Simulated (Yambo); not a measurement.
```
CELL_PARAMETERS angstrom
      5.26440     0.00000     0.00000
      0.00000     5.26440     0.00000
      0.00000     0.00000     5.26440
ATOMIC_POSITIONS crystal
  Cl 0.00000 0.50000 0.50000
  Cl 0.50000 0.00000 0.50000
  Cl 0.50000 0.50000 0.00000
  Cd 0.50000 0.50000 0.50000
  Cs 0.00000 0.00000 0.00000
```

CsCdCl3 (cubic perovskite, space group Pm-3m, No. 221): mean Im ε in 1 eV windows above the direct gap of 4.45 eV, for different electron-hole kernels (Yambo, broadening 0.15 eV, PBEsol (pw.x of Quantum ESPRESSO, ONCV potentials, with spin-orbit coupling) bands; 4×4×4 mesh, 18 valence and 2 conduction bands, static screening with 158 bands and a 3 Ry block, scissor 2.39 eV, Tamm-Dancoff; field along x).

```json
[
 {"window (eV)": "4.5 to 5.5", "independent quasiparticles": "0.3", "RPA (no attraction)": "0.3", "BSE": "1.0"},
 {"window (eV)": "5.5 to 6.5", "independent quasiparticles": "1.0", "RPA (no attraction)": "0.8", "BSE": "1.7"},
 {"window (eV)": "6.5 to 7.5", "independent quasiparticles": "1.4", "RPA (no attraction)": "1.2", "BSE": "2.2"}
]
```

This run doesn't resolve bound excitons or single peaks, so only averages are given, and they too depend on the mesh; weight that the attraction moves below the gap isn't listed. All transitions below 8.26 eV are in the band window. The scissor comes from a G0W0 run whose convergence isn't established.

The cell is held in this high symmetry; tilts and polar distortions were not searched.

Geometry of the Materials Project entry, not relaxed at this level.
